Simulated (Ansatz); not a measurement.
Relaxed-ion elastic tensor of Te2Mo in space group P6_3/mmc (No. 194; Mo on 2c, Te on 4f) in GPa (Voigt order), plane-wave PAW r²SCAN+D4 (Ansatz code); density 7.51 g/cm³, 25.88 Å³ per atom.

```
 126  31.9   9.8   0.0   0.0   0.0
31.9   126   9.8   0.0   0.0   0.0
 9.8   9.8  38.4   0.0   0.0   0.0
 0.0   0.0   0.0  16.2   0.0   0.0
 0.0   0.0   0.0   0.0  16.2   0.0
 0.0   0.0   0.0   0.0   0.0  47.1
```

**Question.** Is the crystal mechanically stable?

**Answer.** Yes: the smallest eigenvalue of C is 16.2 GPa.

**Question.** Work out the Voigt, Reuss and Hill averages.

**Answer.** K_V = 43.7, K_R = 30.0, K_H = 36.9; G_V = 31.8, G_R = 23.7, G_H = 27.8 GPa.

**Question.** Give Young's modulus, Poisson's ratio, Pugh's ratio and the universal anisotropy index.

**Answer.** E = 9KG/(3K + G) = 66.6 GPa; ν = 0.20; K/G = 1.33 (brittle by the Pugh limit of 1.75); A_U = 5G_V/G_R + K_V/K_R − 6 = 2.17.

**Question.** Estimate the sound speeds and the Debye temperature.

**Answer.** v_l = √((K + 4G/3)/ρ) = 3140 m/s, v_t = √(G/ρ) = 1920 m/s, mean 2120 m/s; Θ = (h/k)(3n/4πV)^(1/3) v_m = 214 K.

**Question.** How much does each axis shrink under pressure?

**Answer.** Linear compressibilities β_i = Σ_j S_ij (j = 1 to 3): x 4.9, y 4.9, z 24 per TPa.

The r²SCAN+D4 relaxation kept the symmetry of its start; of distortions, only those at the zone centre were tested. No spin polarisation was allowed. Scalar-relativistic: spin–orbit coupling is off unless named, which matters more the heavier the elements.

Potentials: the later of the program's two PAW sets.
